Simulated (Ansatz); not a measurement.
HgTe (zinc blende, F-43m) at seven volumes, PBE (plane waves, PAW; program Ansatz), scaled uniformly. One row is withheld.

```csv
V (Å³/atom),P (GPa)
33.462,4.12
34.565,?
35.668,1.13
36.771,0.00
37.874,-0.94
38.977,-1.71
40.081,-2.35
```

### Question
Fit the shown pressures and predict the withheld one.

### Answer
P = (3/2)B₀(x^(7/2) − x^(5/2))[1 + (3/4)(B′ − 4)(x − 1)] with x = (V₀/V)^(2/3). Least squares on the six rows gives V₀ = 36.771 Å³/atom, B₀ = 34.2 GPa, B′ = 5.22. At V = 34.565, x = 1.0421 and P = 2.49 GPa. The run itself gave 2.48 GPa.

Symmetry was held in the PBE relaxation; phonons on a q-mesh show no instability. Spin–orbit coupling is left out wherever it is not named.

Potentials: the later of the program's two PAW sets.
